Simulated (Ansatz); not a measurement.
Given:

BP:
Space group F-43m (No. 216); a = b = c = 4.491 Å, α = β = γ = 90.00°

```tsv
atom	site	symmetry	x	y	z
B	4a	-43m	0.0000	0.0000	0.0000
P	4c	-43m	0.2500	0.2500	0.2500
```
(The calculation used a cell of 2 atoms; values per cell refer to that cell.)

This is the LDA-relaxed structure.

All from the program Ansatz at the LDA level (PAW), unless another level is named. Give the Born charges (a third of the trace).

B -0.64, P +0.64 e.

Next, the static dielectric constant ε0 (ions relaxed, cell fixed)?

9.35.

Predict the largest static χ(2) component.

25 pm/V.

Give the electronic dielectric constant ε∞ (DFPT).

9.18.

The cell was relaxed with LDA under the symmetry of its start.

Potentials: the earlier of the program's two PAW sets. The files were generated under PBE; for other functionals the program regenerates the frozen cores, and for LDA and PBEsol the local potential too.
